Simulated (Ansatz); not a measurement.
**Electric field gradients in BaZnPF**

The cell is an entry of the Crystallography Open Database (COD), ions relaxed with PBE at fixed cell.

```cif
data_BaZnPF
_symmetry_space_group_name_H-M 'P4/nmm:1'
_symmetry_Int_Tables_number 129
_cell_length_a 4.1563
_cell_length_b 4.1563
_cell_length_c 9.4574
_cell_angle_alpha 90.000
_cell_angle_beta 90.000
_cell_angle_gamma 90.000
loop_
_atom_site_label
_atom_site_type_symbol
_atom_site_symmetry_multiplicity
_atom_site_Wyckoff_symbol
_atom_site_fract_x
_atom_site_fract_y
_atom_site_fract_z
Ba Ba 2 c 0.5000 0.0000 0.3304
Zn Zn 2 a 0.5000 0.5000 0.0000
P P 2 c 0.0000 0.5000 0.1492
F F 2 b 0.5000 0.5000 0.5000
```

One atom of each set is listed.

Level of theory: DFT, r2SCAN, plane waves and PAW, scalar-relativistic, 500 eV cutoff, Γ-centred 8×8×4 k-points, Fermi–Dirac smearing 0.05 eV (Ansatz 0.2.0).

V_zz is the principal component of the electric field gradient with the largest magnitude, η = (V_xx − V_yy)/V_zz and C_Q = eQV_zz/h.

137Ba: I = 3/2, Q = 236.0 mb; ⁶⁷Zn: I = 5/2, Q = 122.0 mb. Nuclear quadrupole moments: year-2017 set (Pyykkö).

(1) What field gradients does the calculation give at each kind of site?

Answers

(1) 

| site | atoms | first shell | V_xx, V_yy, V_zz (10²¹ V/m²) | η | C_Q (MHz) |
| --- | --- | --- | --- | --- | --- |
| Ba | 2 | 4 F at 2.63 Å, 4 P at 3.40 Å | 0.31, 0.31, -0.63 | 0.00 | -3.57 |
| Zn | 2 | 4 P at 2.51 Å | 0.031, 0.031, -0.063 | 0.00 | -0.185 |
| P | 2 | 4 Zn at 2.51 Å | 0.67, 0.67, -1.34 | 0.00 | – |
| F | 2 | 4 Ba at 2.63 Å | -0.62, -0.62, 1.23 | 0.00 | – |

An axis of threefold or higher order runs through Ba, Zn, P and F, so V_zz lies along it and η is zero.

P, F have no stable isotope with a ground-state quadrupole moment in the table, so no C_Q is given.

Without spin–orbit coupling (the program notes it for Ba) the gradients can shift somewhat, as the gap is small. With these PAW files V_zz is typically within 2 to 3 % of all-electron values, but misses above 10 % occur on Zn. With a gap of 0.7 eV on this mesh, small gradients can still move by 0.1 × 10²¹ V/m² or more as the k-mesh gets denser.

The run took 70 s of wall time (70 s of CPU time) and 0.9 GiB at its peak, on 1 thread of Arm Neoverse V1 (aarch64; 8 cores open to the job, memory cap 3.0 GiB, no GPU), a shared host with a load of 0.7 a core.
